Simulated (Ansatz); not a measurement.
**NbGa$_{3}$, first-principles data**

NbGa3 in space group I4/mmm (No. 139; Ga on 2b, Ga on 4d, Nb on 2a), a = b = 3.773 Å, c = 8.678 Å, α = β = γ = 90.00°; the cell used has 4 atoms.

Space group I4/mmm (No. 139); conventional cell a = b = 3.773 Å, c = 8.678 Å, α = β = γ = 90.00°.

Method: PBEsol in the plane-wave PAW code Ansatz. The cell and atoms are relaxed at this level. Other levels are named where they apply.

Cell and energy:

```json
{
 "volume_per_atom": "15.44 Å³",
 "density": "8.12 g/cm³",
 "Formation energy from the elements (no fitted shifts)": "-365 meV/atom"
}
```

Electronic structure:

```json
{
 "electronic_character": "metallic (no gap)",
 "Density of states at the Fermi level": "0.17 states/eV per atom (mean over ±0.08 eV)",
 "Gap with spin–orbit coupling": "none (metallic)"
}
```

Mechanics:

```json
{
 "Bulk modulus (Birch–Murnaghan fit)": "137 GPa",
 "Pressure derivative B′": "4.6"
}
```

Charges:

```json
{
  "bader_charges": "Ga -0.21 to -0.18, Nb +0.57 e"
}
```

The measured cell (COD 8107412, doi:10.1515/ncrs-2023-0007; 293 K, pressure taken as ambient) has 15.65 Å³ per atom; the computed volume differs by -1.4 %, which includes thermal expansion and zero-point motion.

The workflow started from an entry of the Crystallography Open Database (COD, 293 K). Whether it is the stable phase at ambient conditions was not checked. Symmetry was held in the PBEsol relaxation; its stability against distortions is not shown here. The run is not spin-polarised. Axis ratios of metals converge slowly with the k-mesh, so a and c are less sure than the volume. The references are the lowest solids computed at this level, not always the standard phases. Spin–orbit coupling is left out wherever it is not named.

Potentials: the later of the program's two PAW sets.
